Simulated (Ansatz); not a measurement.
SiC (4H type, space group P6_3mc)

```xyz
8
Lattice="3.0776 0.0000 0.0000 -1.5388 2.6653 0.0000 0.0000 0.0000 10.0764" Properties=species:S:1:pos:R:3 pbc="T T T"
Si     0.0000     0.0000     0.0031
Si     0.0000     0.0000     5.0412
Si     1.5388     0.8884     7.5598
Si     0.0000     1.7768     2.5216
C      0.0000     0.0000     8.1908
C      0.0000     0.0000     3.1526
C      1.5388     0.8884     5.6651
C      0.0000     1.7768     0.6269
```

E(V) scan at fixed shape, V₀ the volume above. The atoms relax within the cell's symmetry.

Calculation: r2SCAN (plane waves to 500 eV, PAW, scalar-relativistic; Ansatz, a quantum-chemistry and plane-wave program). k mesh 13×13×4 (Γ-centred), Fermi-Dirac smearing 0.05 eV. Compression counts positive. SiC was relaxed with its symmetry unable to fall.

At one point of the scan the stress tensor (GPa) is:

```
    9.0      0.0      0.0
    0.0      9.0      0.0
    0.0      0.0      8.9
```

Which point is it?
A. V/V₀ = 0.952
B. V/V₀ = 0.988
C. V/V₀ = 0.964
D. V/V₀ = 0.976

C, V/V₀ = 0.964

(A scan under strain: stresses follow from slopes of the energy per volume, elastic moduli from its curvatures.)
